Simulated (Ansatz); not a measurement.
A relaxed cell of La3O2 is given with its symmetry left out. The cell was found from a structure generator's guess, not taken from experiment.

These are results of DFT PBE, scalar-relativistic, plane waves, PAW (Ansatz), not measurements. Cutoff 420 eV, Γ-centred mesh, Gaussian smearing, no spin polarisation.

```xyz
5
Lattice="4.8613 0.0000 0.0000 0.0000 4.8613 0.0000 0.0000 0.0000 4.8613" Properties=species:S:1:pos:R:3 pbc="T T T"
La    0.0000    2.4307    2.4307
La    2.4307    0.0000    2.4307
La    2.4307    2.4307    0.0000
O     2.4307    2.4307    2.4307
O     0.0000    0.0000    0.0000
```

Energies over the elements count from the elements' standard structures at the same level (O₂ as a molecule), with no fitted energy shifts.

Problem. Find its symmetry and describe it.

Solution. Pm-3m (No. 221). Conventional cell: a = 4.861 Å. Around La lie 2 O at 2.43 Å, 4 O at 3.44 Å and 8 La at 3.44 Å; O on its first site has 6 La at 2.43 Å; O on its second site is surrounded by 12 La at 3.44 Å.

Problem. How far does it lie from the elements in energy?

Solution. −1.11 eV/atom.

Problem. Is it a metal?

Solution. Yes, bands cross the Fermi level on the 8×8×8 mesh.

The last run used an 8×8×8 mesh for its 5-atom cell and Gaussian smearing of 0.10 eV. An odd number of electrons in the primitive cell allows no gap without spin; a larger cell or a magnetic state could open one. The cell is a metal run without spin; a magnetic state may lie lower. Symmetry constrained the relaxation, so the result can be a saddle point. Another cell of La3O2 relaxed alike, in P-3m1, lies 1.02 eV/atom lower, so this cell isn't the stable form at this level.
